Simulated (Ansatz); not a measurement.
input.yaml (Ansatz)

```yaml
crystal:
  lattice:
    - [4.454487373, 0.0, 0.0]
    - [-2.2272436865, 3.8576992259, 0.0]
    - [0.0, 0.0, 7.2741778801]
  atoms:
    - { symbol: Ba, position: [0.3333333333, 0.6666666667, 0.25] }
    - { symbol: Ba, position: [0.6666666667, 0.3333333333, 0.75] }
hamiltonian:
  xc: blyp
  pseudopotentials:
    kind: paw
    azcp:
      Ba: "pseudopotentials/Ba.paw.azcp"
basis:
  ecutwfc: 420
  fft_grid_basis: typed
kpoints:
  mp_grid: { grid: [8, 8, 5], shift: [0, 0, 0] }
magnetization:
  spin_polarized: false
scf:
  occupations: { method: fermi_dirac, width: 0.1 }
relax:
  max_steps: 60
  f_tol: 0.01
  cell: {}
```

and its output:

```
Engine: ansatz 0.2.0, aarch64-unknown-linux-gnu
Pseudopotentials: kind: paw
Pseudopotential: Ba, paw, valence charge 10, recommended cutoff 420 eV (normal) 
Functional definition: BLYP
  parameter beta = 0.0042
  parameter a = 0.04918
  parameter b = 0.132
  parameter c = 0.2533
  parameter d = 0.349
  exchange = b88_x(beta = beta)
  correlation = lyp_c(a = a, b = b, c = c, d = d)
Crystal: 2 atoms, lattice volume = 125.000 Å³
Basis set: ecut = 420 eV, 2491 PW (Γ), exchange–correlation on 60×60×100 points (8 copies of the dense FFT grid, shifted against one another)
Bands: 14, of which v1, the nominal top of the filled ones, is band 10 counted from 1 (9 counted from 0)
Symmetry: 24 space group operations
Space group: P63/mmc (ITA 194), of the structure as read, at distance tolerance 5.0e-5 Å
k-points: 30 of 320
Non-local potential: Ba, projectors of the file, l = 0: 3, l = 1: 2, l = 2: 2, l = 3: 2
PAW form: soft (Blöchl's): semilocal exchange-correlation on the pseudo side does not see the compensation charge
PAW frozen core: Ba, regenerated for the run's functional, and the local potential with it (the file was generated under x = pbe(κ = 0.804, μ = 0.2195149727645171), c = pbe(β = 0.06672455060314922))
PAW one-centre angular grid: Ba, 194 points (default); XC on 64 Gauss nodes
Initial density: superposition of atomic densities (neutral atoms: chi_scale 0, normalization atom), corrected by the library's trained network
Initial wavefunctions: pseudopotential atomic-orbital guess
Functional: x = b88, c = lyp
SCF iter   1: F=—  HF=-11936.610459 eV  |F-HF|=—  |Δ(HF+E_count)|=         —  Δρ=1.88e-3  dr2=4.67e-3  ethr=1.77e-3  ⟨swp⟩=6.9  Hψ=2898  notcnv=0
SCF iter   2: F=—  HF=-11936.611232 eV  |F-HF|=—  |Δ(HF+E_count)|=   7.74e-4  Δρ=1.13e-3  dr2=2.06e-3  ethr=2.34e-5  ⟨swp⟩=2.4  Hψ=950  notcnv=0
SCF iter   3: F=—  HF=-11936.612703 eV  |F-HF|=—  |Δ(HF+E_count)|=   1.47e-3  Δρ=3.46e-4  dr2=3.21e-4  ethr=1.03e-5  ⟨swp⟩=2.6  Hψ=768  notcnv=0
SCF iter   4: F=—  HF=-11936.612942 eV  |F-HF|=—  |Δ(HF+E_count)|=   2.40e-4  Δρ=1.07e-4  dr2=2.80e-5  ethr=1.60e-6  ⟨swp⟩=2.9  Hψ=759  notcnv=0
SCF iter   5: F=—  HF=-11936.612948 eV  |F-HF|=—  |Δ(HF+E_count)|=   5.21e-6  Δρ=3.98e-5  dr2=4.50e-6  ethr=1.40e-7  ⟨swp⟩=2.1  Hψ=504  notcnv=0
...
SCF iter   4: F=—  HF=-11936.629351 eV  |F-HF|=—  |Δ(HF+E_count)|=   2.91e-8  Δρ=2.91e-7  dr2=7.30e-11  ethr=7.01e-12  ⟨swp⟩=2.6  Hψ=731  notcnv=0
SCF iter   5: F=-11936.629351 eV  HF=-11936.629351 eV  |F-HF|=3.64e-11  |Δ(HF+E_count)|=  8.46e-10  Δρ=6.52e-8  dr2=7.53e-12  ethr=1.00e-12  ⟨swp⟩=6.4  Hψ=2125  notcnv=0
SCF 4 converged in 5 iterations: F = -11936.629351 eV  dr2 = 7.53e-12
relax step   4: F+E_penalty+E_count = -11936.62935052 eV  Δ(F+E_penalty+E_count) = -5.233e-5 eV  max|allowed force component| = 2.168e-18 eV/Å  Δτ_max = 0.0000 Å  P = +0.026 GPa  Ω = 133.707 Å³  stress off target by 3.36e-2 GPa  SCF on the basis re-selected at this cell (its energy is not comparable with the rows above)  (5 SCF iters)
basis re-selected at this cell: Δ(F+E_penalty+E_count) = -5.233e-5 eV, ΔP = +0.000 GPa vs the last step (what re-selecting the basis moved, of the pressure what is left beyond the Pulay correction that the steps carried, after the strain that the cell walked since its last selection, with what the two solves' SCF thresholds leave and, on support functions, any second-order correction that the steps lacked; it is no measure of the basis error at this ecutwfc). The dense FFT grid was sized anew with the basis: this SCF ran on 32×32×50 points, the steps before it on 30×30×50, so part of this shift can come from that change (see relax.cell in the input reference). This SCF's stress stands 3.36e-2 GPa from its target on what of the cell is left free (relax.cell.stress_tol is 5.00e-2 GPa) and its largest allowed force component is 2.17e-18 eV/Å (relax.f_tol is 1.00e-2 eV/Å): within both
SCF converged after 5 iterations
Free energy (F): -11936.629351 eV
Harris-Foulkes:  -11936.629351 eV  (|F-HF|=3.64e-11)
Internal energy: -11936.512610 eV  (E = F + TS)
E sigma→0 (E₀):  -11936.570980 eV
Entropy (-TS):   -0.116741 eV (-58.370 meV/atom)
Fermi energy:    5.893233 eV
--- Per-component energies (eV) ---
  E_band       = -172.481905
  E_kinetic    = 332.063410
  E_local      = -786.602976  (includes V_loc(G=0)·N_el)
  E_nonlocal   = 115.107924
  E_hartree    = 249.544502
  E_xc         = -327.100676
  E_vxc        = -259.583669  (∫ρ·V_xc dr)
  E_paw        = -10494.978586  (= ΣΔE_a)
  E_vpaw       = -72.555637  (= ΣTr[D̂ρ^β])
  E_aug_tail   = -0.000004  (compensation charges beyond the density's cutoff)
  E_ewald      = -1024.707032
  E_core_change = 0.160828  (= ΣΔE_core)
  E_smearing   = -0.116741  (= −TS)
  E_closure    = 0.000000  (closes the sum)
  Σ components = -11936.629351   (vs F -11936.629351, Δ=0.00e0)
--- Forces (eV/Å), atoms counted from 1 ---
  atom   1  Ba    -0.00000000    -0.00000000    -0.00000000
  atom   2  Ba     0.00000000     0.00000000     0.00000000
  max |Σ_I F_I| component: 8.67e-19 eV/Å
--- Stress (GPa, compression-positive) ---
        0.021944       0.000000      -0.000000
        0.000000       0.021944       0.000000
       -0.000000       0.000000       0.033586
  P = ⅓ Tr σ = 0.0258 GPa (0.258 kbar)
--- Band table (eV; the first three rows and the last of 30) ---
  k-point 0: bands = ["-23.2329", "-23.2028", "-8.5705", "-8.2476", "-8.2476", "-8.1977", "-8.1977", "-8.1976", "3.2122", "4.9617", "6.9298", "7.4652", "7.4863", "7.4863"]
  k-point 1: bands = ["-23.2300", "-23.2057", "-8.5368", "-8.2429", "-8.2429", "-8.2353", "-8.2025", "-8.2025", "3.3767", "4.8356", "6.7834", "7.3122", "7.4395", "7.4395"]
  k-point 2: bands = ["-23.2225", "-23.2132", "-8.4467", "-8.3316", "-8.2305", "-8.2305", "-8.2151", "-8.2151", "3.8252", "4.4044", "6.7327", "6.9803", "7.4313", "7.4313"]
  k-point 29: bands = ["-23.1960", "-23.1947", "-8.5124", "-8.5011", "-8.4150", "-8.3851", "-8.2789", "-8.2663", "5.6637", "5.8352", "6.3029", "6.3316", "6.6798", "6.7260"]
--- Relaxed structure (3 steps of the walk, 3 accepted, 1 SCFs on fresh bases) ---
  F+E_penalty+E_count = -11936.62935052 eV   max|allowed force component| = 2.168e-18 eV/Å   (the final SCF, on the basis selected at the relaxed cell)
  cell:  # Å, volume = 133.7069 Å³
    - [4.552513085789486, 9.150965993150414e-34, -3.799220125611025e-18]
    - [-2.276256542894743, 3.9425919833547804, 1.8996100628055123e-18]
    - [-6.204126465078949e-18, -7.471763733354498e-34, 7.449392710793786]
  atoms:
    - { symbol: Ba, position: [0.33333333333333337, 0.6666666666666667, 0.25] }
    - { symbol: Ba, position: [0.6666666666666665, 0.33333333333333337, 0.7500000000000001] }
```
